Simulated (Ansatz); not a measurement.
A (001) slab of Sr (P6_3/mmc (No. 194)), 5 planes, outer planes Sr (top) and Sr (bottom), with 5 atoms (Sr5) in a surface cell of A = 15.237 Å², as cut from the bulk:

```xyz
5
Lattice="4.1945 0.0000 0.0000 -2.0973 3.6326 0.0000 0.0000 0.0000 28.7571" Properties=species:S:1:pos:R:3 pbc="T T T"
Sr    2.0973    1.2109    7.5000
Sr    0.0000    2.4217   10.9393
Sr    2.0973    1.2109   14.3785
Sr    0.0000    2.4217   17.8178
Sr    2.0973    1.2109   21.2571
```

The calculation used DFT PBEsol, scalar-relativistic, plane waves, PAW (Ansatz 0.2.0). Plane waves to 420 eV, a k mesh through Γ of 9×9×1 on the computed 5-atom cell and Gaussian smearing (0.10 eV); no spin polarisation.

Against the same 5 atoms in the bulk, the slab as cut lies 0.743 eV higher and the relaxed slab 0.727 eV higher.

Q: Work out the surface energy before and after relaxation.

A: The slab has two faces, so γ = (E_slab − N·E_bulk)/(2A), the mean of both. As cut: 0.743/(2 × 15.237) = 0.0244 eV/Å², and 1 eV/Å² = 16.02 J/m², so γ = 0.39 J/m². Relaxed: 0.727/(2 × 15.237) = 0.0239 eV/Å² = 0.38 J/m². Relaxation recovers 2 % of the cost of cutting.

Q: What is the ideal work of this cut, per area?

A: Griffith's ideal work is 2γ: 0.78 J/m² if the new faces stay rigid, 0.76 J/m² if they relax. One thickness was run, 5 planes, so γ can still shift with it.

The reference crystal is a form of Sr, which isn't its usual structure.